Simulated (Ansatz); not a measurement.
A trial cell of La was relaxed with PBE (plane waves to 420 eV, PAW, scalar-relativistic; Ansatz, an electronic-structure program).

Before: Fmmm (No. 69), oF4; a = 3.012 Å, b = 5.544 Å, c = 10.252 Å, α = β = γ = 90.00°.

After relaxation:

Simulated powder pattern, Cu Kα1, λ = 1.54056 Å (kinematic, ideal powder, no thermal factors, no anomalous dispersion; the 24 strongest lines at most, above 1 %, up to 2θ = 90°):

```json
[
 {"2θ (°)": "28.37", "I/Imax (%)": "64"},
 {"2θ (°)": "31.19", "I/Imax (%)": "100"},
 {"2θ (°)": "40.56", "I/Imax (%)": "24"},
 {"2θ (°)": "48.54", "I/Imax (%)": "7.2"},
 {"2θ (°)": "52.03", "I/Imax (%)": "47"},
 {"2θ (°)": "57.18", "I/Imax (%)": "18"},
 {"2θ (°)": "58.70", "I/Imax (%)": "8.1"},
 {"2θ (°)": "65.05", "I/Imax (%)": "12"},
 {"2θ (°)": "66.46", "I/Imax (%)": "11"},
 {"2θ (°)": "67.98", "I/Imax (%)": "10"},
 {"2θ (°)": "79.53", "I/Imax (%)": "6.8"},
 {"2θ (°)": "79.65", "I/Imax (%)": "6.8"},
 {"2θ (°)": "82.25", "I/Imax (%)": "13"},
 {"2θ (°)": "86.47", "I/Imax (%)": "11"},
 {"2θ (°)": "87.76", "I/Imax (%)": "2.8"}
]
```

Identify the relaxed structure from its pattern: crystal system, space group and cell.

Tetragonal, I4/mmm (No. 139), tI2, AFLOW prototype A_tI2_139_a (A_a); a = 4.445 Å, b = 4.445 Å, c = 3.748 Å, α = 90.00°, β = 90.00°, γ = 90.00°. Sites: La 2a (0.000, 0.000, 0.000).

Index the strongest lines.

28.37° (110), 31.19° (101), 40.56° (200), 52.03° (211), 57.18° (112).

No spin polarisation in the result.

The run could not lose the symmetry of its start, so the end can be a saddle point.

The relaxed structure here is a generated cell of La: the first start was made by a random draw of sites in a space group, and the end was not matched to a known phase here, so it may be hypothetical. Known forms of La include space group No. 194.
